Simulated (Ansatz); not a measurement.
**Question.** Name crystals whose computed values (plane-wave PAW PBE (Ansatz code)) fall in these windows: Θ_D (K) 140 to 170; gap (eV) 0.17 to 0.25.

**Answer.** 

| crystal | Θ_D (K) | gap (eV) |
|---|---|---|
| Te, trigonal Se type | 155 | 0.21 |
Others may fit too.

Weakly bound layers, chains or molecules computed without a dispersion correction, so cells and soft constants are ill determined: Te, trigonal Se type. The cell was relaxed under the symmetry of its start. Spin–orbit coupling is left out wherever it is not named.

Potentials: the later of the program's two PAW sets.
